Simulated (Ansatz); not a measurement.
Cu2O:
```cif
data_Cu4O2
_chemical_formula_sum 'Cu4 O2'
_space_group_name_H-M_alt 'P 1'
_space_group_IT_number 1
_cell_length_a 4.24440
_cell_length_b 4.24440
_cell_length_c 4.24440
_cell_angle_alpha 90.020
_cell_angle_beta 90.020
_cell_angle_gamma 90.020
loop_
_space_group_symop_operation_xyz
  'x, y, z'
loop_
_atom_site_label
_atom_site_type_symbol
_atom_site_fract_x
_atom_site_fract_y
_atom_site_fract_z
_atom_site_occupancy
Cu1 Cu 0.00000 0.00000 0.50000 1
Cu2 Cu 0.00000 0.50000 0.00000 1
Cu3 Cu 0.50000 0.50000 0.50000 1
Cu4 Cu 0.50000 0.00000 0.00000 1
O1 O 0.24992 0.24992 0.24992 1
O2 O 0.75008 0.75008 0.75008 1
```

Relaxed with r²SCAN. Plane-wave PAW r²SCAN (Ansatz code) gives a gap of 0.79 eV.

### Question
What gap does HSE06 give on the same cell (Ansatz, PAW)?

### Answer
2.03 eV, 1.24 eV more. The hybrid was solved on a coarser mesh and at special points; the gap given is the minimum over both.

| k | v1 r²SCAN | c1 r²SCAN | v1 HSE06 | c1 HSE06 |
|---|---|---|---|---|
| Γ | 0.00 | 0.79 | 0.00 | 2.03 |
| T | -0.61 | 2.69 | ? | ? |
| L | -0.38 | 2.54 | ? | ? |
| F | -0.66 | 2.19 | ? | ? |

### Question
Top valence (v1) and lowest conduction level (c1) in eV from each method's valence maximum (which need not be a listed point): supply the withheld HSE06 values.

### Answer

- F, v1 HSE06: -0.71
- F, c1 HSE06: 3.36
- L, v1 HSE06: -0.33
- L, c1 HSE06: 3.84
- T, v1 HSE06: -0.78
- T, c1 HSE06: 3.79

Cost on shared cores: the r²SCAN run (SCF on a 7×7×7 mesh, then bands and DOS) around 120 core-seconds (rough), the HSE06 run (SCF on 4×4×4, then a few points) about 4 core-minutes (a rough figure); the tasks are unlike.

Space group Pn-3m. The cell was relaxed with r²SCAN under the symmetry of its start. The workflow began spin-polarised and lost its moments. No Hubbard U is applied. Point labels and valley counts follow the cell and symmetry of the run, lower than the named group.

Potentials: the earlier of the program's two PAW sets.
